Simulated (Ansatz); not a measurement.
Relaxed-ion elastic tensor of GaIr₃N (anti-perovskite, space group No. 221) in GPa (Voigt order), PBEsol in the plane-wave PAW code Ansatz; density 16.55 g/cm³, 13.25 Å³ per atom.

```
 375   221   221   0.0   0.0   0.0
 221   375   221   0.0   0.0   0.0
 221   221   375   0.0   0.0   0.0
 0.0   0.0   0.0  22.1   0.0   0.0
 0.0   0.0   0.0   0.0  22.1   0.0
 0.0   0.0   0.0   0.0   0.0  22.1
```

Task: Is the crystal mechanically stable?

Result: Yes: the smallest eigenvalue of C is 22.1 GPa.

Task: Work out the Voigt, Reuss and Hill averages.

Result: K_V = 272, K_R = 272, K_H = 272; G_V = 44.0, G_R = 30.9, G_H = 37.4 GPa.

Task: Give Young's modulus, Poisson's ratio, Pugh's ratio and the universal anisotropy index.

Result: E = 9KG/(3K + G) = 107 GPa; ν = 0.43; K/G = 7.28 (ductile by the Pugh limit of 1.75); A_U = 5G_V/G_R + K_V/K_R − 6 = 2.13.

Task: Estimate the sound speeds and the Debye temperature.

Result: v_l = √((K + 4G/3)/ρ) = 4410 m/s, v_t = √(G/ρ) = 1500 m/s, mean 1710 m/s; Θ = (h/k)(3n/4πV)^(1/3) v_m = 215 K.

Task: Give the Zener ratio and Young's modulus along [100], [110] and [111].

Result: A = 2C44/(C11 − C12) = 0.29; 1/E = S11 − 2(S11 − S12 − S44/2)Γ with Γ = 0, 1/4, 1/3 gives 211, 78.0, 64.4 GPa.

Space group Pm-3m (anti-perovskite). The start of the workflow was typed in or built on a structure type; neither database checked (COD, Materials Project) lists it. Whether it is the stable phase at ambient conditions was not checked. Symmetry was held in the PBEsol relaxation. At this level the phase is dynamically unstable (imaginary phonons). The workflow began spin-polarised and lost its moments. The volume moved by 17 % from the start of the relaxation. Its formation energy is positive at this level, so the cell may be metastable or incomplete. As this level gives no gap, shear constants depend on the k-mesh and smearing (Fermi–Dirac, 0.1 eV here). Scalar-relativistic: spin–orbit coupling is off unless named, which matters more the heavier the elements.

Potentials: the later of the program's two PAW sets.
